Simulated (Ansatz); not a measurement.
Ti:
```
Ti
1.0
    0.00000     2.93226     2.93226
    2.93226     0.00000     2.93226
    2.93226     2.93226     0.00000
Ti
2
Direct
  0.00000   0.00000   0.00000
  0.25000   0.25000   0.25000
```
The run is spin-polarised; directions of the spins, atom by atom: ↑ ↑.

Relaxed with PBEsol. Special points in fractions of this cell's reciprocal vectors: Γ (0.000, 0.000, 0.000); X (0.500, 0.000, 0.500); U (0.625, 0.250, 0.625); K (0.375, 0.375, 0.750); L (0.500, 0.500, 0.500); W (0.500, 0.250, 0.750).

**Question.** List the band energies nearest the Fermi level at these points for PBEsol in the plane-wave PAW code Ansatz.

**Answer.** In eV from the Fermi level; about four levels below and three above (degenerate sets whole), none deeper than 8.9 eV; points with the same levels are listed once.

| k | below | above |
|---|---|---|
| Γ ↑ | -0.99 -0.99 -0.83 -0.83 -0.83 | 0.99 0.99 0.99 |
| X ↑ | -0.76 -0.76 -0.68 -0.68 | 0.97 0.97 2.79 2.79 |
| U ↑ | -1.69 -1.11 -0.89 -0.64 | 0.09 0.47 0.86 |
| L ↑ | -0.96 -0.96 -0.77 -0.77 -0.43 | 1.75 1.75 2.60 2.60 |
| W ↑ | -0.86 -0.86 -0.02 -0.02 | 0.24 0.24 3.02 3.02 |
| Γ ↓ | -4.00 | 0.42 0.42 1.01 1.01 1.01 |
| X ↓ | -0.88 -0.88 | 1.02 1.02 1.20 1.20 |
| U ↓ | -0.90 -0.59 | 0.61 0.80 1.20 |
| L ↓ | -1.04 -0.77 | 0.38 0.38 1.08 1.08 |
| W ↓ | -0.76 -0.76 | 0.96 0.96 1.54 1.54 |

Space group Fd-3m (diamond). The start of the workflow was typed in or built on a structure type; neither database checked (COD, Materials Project) lists it. It is not the phase usual at ambient conditions (space group No. 194). Symmetry was held in the PBEsol relaxation. At this level the phase is mechanically unstable. Magnetic state: ferromagnetic, chosen from 4 collinear starts compared on coarse meshes (ties went to the first, and starts can fall back to one state), not a proven ground state.

Potentials: the earlier of the program's two PAW sets. The files were generated under PBE; for other functionals the program regenerates the frozen cores, and for LDA and PBEsol the local potential too.
